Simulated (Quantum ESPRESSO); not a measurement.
AlIn2GaP4 (made-up cell) (calculated)

Computed with Quantum ESPRESSO 7.5. Calculation on a made-up crystal cell, not a measurement: periodic Kohn-Sham density functional theory in plane waves with PseudoDojo standard norm-conserving scalar-relativistic pseudopotentials, each functional with its own files (v0.5 for PBE, v0.4.1 for LDA and PBEsol), no spin polarisation, no spin-orbit coupling, atoms not relaxed, stress positive in tension, energies less a fixed whole-eV offset for each atom's element; levels are Kohn-Sham levels at fractions of this cell's reciprocal vectors, counted from the reference band (half the neutral cell's valence electrons, rounded up) at Gamma; error bars cover cutoff and k-mesh only, not smearing or the files; added strain carries the atoms with the cell, and shear is the tensor component; each bar is the largest change over components, and at least 0.002 eV, 0.002 eV per angstrom or 0.02 GPa; energies are for the whole cell, and the offsets were chosen from early runs and are not element reference energies.

AlIn2GaP4 (made-up cell)

Unstrained structure:
```cif
# cell vector a (Å): 5.7941 -0.0752 0.0162
# cell vector b (Å): -0.0752 5.7598 -0.0236
# cell vector c (Å): 0.0162 -0.0236 5.8303
data_AlIn2GaP4
_symmetry_space_group_name_H-M 'P 1'
_symmetry_Int_Tables_number 1
_cell_length_a 5.7946
_cell_length_b 5.7603
_cell_length_c 5.8304
_cell_angle_alpha 90.469
_cell_angle_beta 89.678
_cell_angle_gamma 91.492
_cell_volume 194.54
loop_
_atom_site_label
_atom_site_type_symbol
_atom_site_fract_x
_atom_site_fract_y
_atom_site_fract_z
_atom_site_occupancy
Ga1 Ga 0.02042 0.00801 0.01756 1
In1 In 0.98904 0.50182 0.50953 1
In2 In 0.52433 0.00981 0.49466 1
Al1 Al 0.51172 0.49898 0.99785 1
P1 P 0.23544 0.23706 0.26300 1
P2 P 0.27059 0.73123 0.74478 1
P3 P 0.74897 0.23359 0.76819 1
P4 P 0.74118 0.72905 0.28091 1
```

Settings of this run: lattice type zincblende/diamond, functional pbe, cutoff 1088 eV, fermi dirac smearing 0.025 eV, scf tolerance 1e-07 eV, electrons removed 0, added strain kind biaxial xx and yy, added strain 0.0222, k mesh 4 x 4 x 4, shifted by half a step and structure shown before the added strain of 0.0222.

Atoms:
```
atoms element  atom site  atom energy offset (eV)
           Ga          1                    -2080
           In          2                    -1808
           In          3                    -1808
           Al          4                      -64
            P          5                     -189
            P          6                     -189
            P          7                     -189
            P          8                     -189
```

**Q.** What stress yz does the calculation give for AlIn2GaP4 (made-up cell)?
**A.** -1.348 GPa

Further results for AlIn2GaP4 (made-up cell):

| Property | Result |
| --- | --- |
| free energy less offsets | 0.1264 eV |
| smearing term minus ts | 0 eV |
| scf iterations | 11 |
| pressure | -2.615 GPa |
| stress xx | 2.957 GPa |
| stress yy | 2.447 GPa |
| stress zz | 2.442 GPa |
| stress xz | -1.211 GPa |
| stress xy | -0.6352 GPa |
| error bar energy | 0.007664 eV |
| error bar stress | 0.02 GPa |
| error bar force | 0.002 eV/Å |
| error bars from | tighter rerun of this cell |

Forces:
```
site  x (eV/Å)  y (eV/Å)  z (eV/Å)
   1   -0.5368    -1.189   -0.6074
   2    0.6111   -0.7573    0.6143
   3    -1.383   -0.3403    0.1362
   4   -0.5209   -0.3126    0.3527
   5     1.045    0.8164   -0.7303
   6  -0.02103    0.6669     1.387
   7    0.6713     0.743     1.464
   8    0.1342    0.3731    -2.616
```
